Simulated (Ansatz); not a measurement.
Consider the following.

InP (zinc blende)

```
InP
1.0
    0.00000     2.97977     2.97977
    2.97977     0.00000     2.97977
    2.97977     2.97977     0.00000
P In
1 1
Direct
  0.75000   0.75000   0.75000
  0.00000   0.00000   0.00000
```

In each cell atom 1 (P, nearest neighbour In at 2.581 Å; its periodic images, 4.2 Å or more away, move with it) moves by s·(0.000, 0.000, 1.000) (along Cartesian z), the rest being held.

All values below come from PBE (plane waves to 420 eV, PAW, scalar-relativistic; Ansatz, an electronic-structure program). k mesh 8×8×8 (Γ-centred), Fermi-Dirac smearing 0.05 eV. Energies are smeared free energies. InP was relaxed with its symmetry unable to fall. ΔE is measured from the undisplaced structure.

The scan covers s from -0.260 to 0.260 Å in 11 points.

### Question
Is this a single well or a double well?

### Answer
A single well with its minimum at or next to zero displacement.

### Question
Is the energy the same for equal positive and negative displacements?

### Answer
Even: the same for both signs. With its periodic images moving along, the atom's site symmetry in this cell is -43m.

### Question
What is the force constant k = d²E/ds² of this move at s = 0?

### Answer
7.24 eV/Å².

### Question
With two atoms in the cell this is the zone-centre optical mode. What wavenumber follows (transverse: no LO-TO term)?

### Answer
284 cm⁻¹.

(A displaced cell: forces are minus the slopes of the energy, force constants its curvatures, and phonons follow from these.)
